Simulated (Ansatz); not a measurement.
TaGa3 (Cu3Au type, Pm-3m), DFT-PBE in the program Ansatz with PAW potentials, all energies at zero smearing, with the estimated change up to a 700 eV cutoff added, with one set of potentials and settings (totals compare only within such a set). Cell of 4 atoms (3 Ga, 1 Ta): -21282.207 eV.

| element | reference phase | E (eV/atom) |
|---|---|---|
| Ga | Cmce, 4 atoms in the cell | -3783.0259 |
| Ta | Im-3m, 1 atoms in the cell | -9933.2341 |

Formation energy per atom, worked out: (-21282.207 − 3×(-3783.0259) − 1×(-9933.2341))/4 = 0.026 eV/atom (3 kJ per mol of atoms), at 0 K, without zero-point energy or fitted corrections.

A made-up cell: these elements were put on the sites of a structure type; neither database checked (COD, Materials Project) lists it. COD files the formula under space group No. 139, so this cell is another polymorph or a model. Whether it is the stable phase at ambient conditions was not checked. The PBE relaxation kept the symmetry of its start; its stability against distortions is not shown here. No spin polarisation was allowed. The references are the lowest solids computed at this level, not always the standard phases. Spin–orbit coupling is left out wherever it is not named.

Potentials: the earlier of the program's two PAW sets.
